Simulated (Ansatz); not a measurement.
Cs2ZrAg3F12:
```cif
data_Ag9Cs6F36Zr3
_chemical_formula_sum 'Cs6 Zr3 Ag9 F36'
_space_group_name_H-M_alt 'R-3m :H'
_space_group_IT_number 166
_space_group_name_Hall '-R 3 2"'
_cell_length_a 7.55547
_cell_length_b 7.55547
_cell_length_c 21.53354
_cell_angle_alpha 90.000
_cell_angle_beta 90.000
_cell_angle_gamma 120.000
loop_
_atom_site_label
_atom_site_type_symbol
_atom_site_symmetry_multiplicity
_atom_site_Wyckoff_symbol
_atom_site_fract_x
_atom_site_fract_y
_atom_site_fract_z
_atom_site_occupancy
Cs1 Cs 6 c 0.00000 0.00000 0.11195 1
Zr1 Zr 3 b 0.00000 0.00000 0.50000 1
Ag1 Ag 9 e 0.00000 0.50000 0.00000 1
F1 F 18 h 0.07677 0.53838 0.11495 1
F2 F 18 h 0.40168 0.20084 0.02662 1
```
(The calculation used a cell of 18 atoms; values per cell refer to that cell.)

Relaxed at zero pressure with r²SCAN in the plane-wave PAW code Ansatz.

Question: The volume is lowered by 6 % and shape and atoms relax at that volume. What pressure results, and how do the axes share the change?

Answer: 1.4 GPa; a -2.5 %, b -2.5 %, c -1.1 %; the energy rises by 5 meV/atom.

Question: Give the new structure.

Answer: 
Space group R-3m, hexagonal axes (No. 166); a = 7.3648 Å, b = 7.3648 Å, c = 21.3030 Å, α = 90.00°, β = 90.00°, γ = 120.00°

```
atom  site  symmetry       x       y       z
----  ----  --------  ------  ------  ------
Cs      6c        3m  0.0000  0.0000  0.1200
Zr      3b       -3m  0.0000  0.0000  0.5000
Ag      9e      .2/m  0.0000  0.5000  0.0000
F      18h        .m  0.0696  0.5348  0.1152
F      18h        .m  0.3958  0.1979  0.0318
```

The phase is kept; no other phase was compared at this pressure.

The start of the workflow was typed in or built on a structure type; neither database checked (COD, Materials Project) lists it. Its standing as an ambient phase is unchecked. Symmetry was held in the r²SCAN relaxation; its stability against distortions is not shown here. No spin polarisation was allowed. Scalar-relativistic: spin–orbit coupling is off unless named, which matters more the heavier the elements.

Potentials: the later of the program's two PAW sets.
